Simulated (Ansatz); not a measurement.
The start is a generated trial cell of CrI3 in the ReO3 structure type. Cell shape, volume and atoms are optimised at zero target pressure with r2SCAN (plane waves to 500 eV, PAW, scalar-relativistic; Ansatz, a program for electronic structure). The first steps use a coarse 5×5×5 k-mesh.

Input geometry:
```yaml
crystal:
  lattice:
    - [5.25457, 0.00000, 0.00000]
    - [0.00000, 5.25457, 0.00000]
    - [0.00000, 0.00000, 5.25457]
  atoms:
    - { symbol: Cr, position: [0.00000, 0.00000, 0.00000] }
    - { symbol: I, position: [0.50000, 0.00000, 0.00000] }
    - { symbol: I, position: [0.00000, 0.00000, 0.50000] }
    - { symbol: I, position: [0.00000, 0.50000, 0.00000] }
```
Spin-polarised start, with parallel moments on Cr.

Problem. What pressure does the first self-consistent step give?

Solution. +6.4 GPa (positive: the cell is compressed).

Problem. How much energy is released per atom?

Solution. 0.11 eV/atom.

Problem. How does the volume per atom move from start to end?

Solution. +18.1 %, from 36.27 to 42.82 Å³/atom.

Problem. How do the shortest distances between atoms change?

Solution. The closest pairs of elements (up to four, under 3.6 Å), start → end: Cr–I 2.63 → 2.78 Å.

Problem. Write out the relaxed structure.

Solution. 
```cif
data_CrI3
_chemical_formula_sum 'Cr1 I3'
_space_group_name_H-M_alt 'Pm-3m'
_space_group_IT_number 221
_space_group_name_Hall '-P 4 2 3'
_cell_length_a 5.55368
_cell_length_b 5.55368
_cell_length_c 5.55368
_cell_angle_alpha 90.000
_cell_angle_beta 90.000
_cell_angle_gamma 90.000
loop_
_atom_site_label
_atom_site_type_symbol
_atom_site_symmetry_multiplicity
_atom_site_Wyckoff_symbol
_atom_site_fract_x
_atom_site_fract_y
_atom_site_fract_z
_atom_site_occupancy
Cr1 Cr 1 a 0.00000 0.00000 0.00000 1
I1 I 3 d 0.00000 0.00000 0.50000 1
```

The space group stays Pm-3m (No. 221) (the run could not lower it); the end is ReO3 type, with 4 atoms in the primitive magnetic cell. Final values are on a 9×9×9 k-mesh of the relaxed cell. Spin state reached: ferromagnetic (net 0.84 μB/atom), from parallel starting moments; other spin orders were not run from this start.

The run could not lose the symmetry of its start, so the end can be a saddle point.

All atoms sit on sites fixed by symmetry, so only the cell could relax.

The relaxed structure here is a generated cell of CrI3: the first start was made by placing the elements on the sites of a structure type, and the end was not matched to a known phase here, so it may be hypothetical. Known forms of CrI3 include space group No. 148.
